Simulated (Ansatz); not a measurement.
Relaxed Mo (bcc, W type):

```yaml
crystal:
  lattice:
    - [-3.16074, 3.16074, 3.16074]
    - [1.58037, -1.58037, 1.58037]
    - [1.58037, 1.58037, -1.58037]
  atoms:
    - { symbol: Mo, position: [0.00000, 0.00000, 0.00000] }
    - { symbol: Mo, position: [0.50000, 0.00000, 0.00000] }
```

The atoms are displaced by Q × the pattern below (from a DFPT mode at N = (0.5, 0.0, 0.0), largest move 1; Q in Å), at fixed cell. (q is in reciprocal vectors of the primitive cell; the cell shown is doubled to hold the pattern.)

```
atom      x       y       z
----  -----  ------  ------
Mo1   0.000   0.707  -0.707
Mo2   0.000  -0.707   0.707
```

Level of theory: PBE (plane waves to 420 eV, PAW, scalar-relativistic; Ansatz, a quantum-chemistry and plane-wave program). k mesh 21×21×21 (Γ-centred), Fermi-Dirac smearing 0.05 eV. E stands for the smeared free energy. With partly filled bands, energies and forces of such displacements shift with the k mesh and the smearing. Mo is run without spin polarisation. Mo was relaxed with its symmetry unable to fall. ΔE is measured from the undisplaced structure. The last digit holds for this mesh only.

```tsv
Q (Å)	ΔE (meV/cell)
-0.1000	withheld
-0.0833	87.1
-0.0667	56.4
-0.0500	32.0
-0.0333	14.3
-0.0167	3.6
0.0000	0.0
0.0167	3.6
0.0333	14.3
0.0500	32.0
0.0667	56.4
0.0833	87.1
0.1000	withheld
```

**Question.** Fit an even polynomial form (powers 2, 4) to the given rows and predict ΔE at Q = -0.1000.

**Answer.** Least squares on the 11 given rows: ΔE = (12930)·Q² + (-54340)·Q⁴, in meV/cell with Q in Å; root-mean-square residual 0.02 meV/cell. At -0.1000 the fit gives 123.9 meV/cell; the calculation gives 123.8 meV/cell, so the extrapolation is off by 0.1 (+0.1 %). The quadratic term alone would give 129.3 meV/cell.

(A displaced cell: forces are minus the slopes of the energy, force constants its curvatures, and phonons follow from these.)
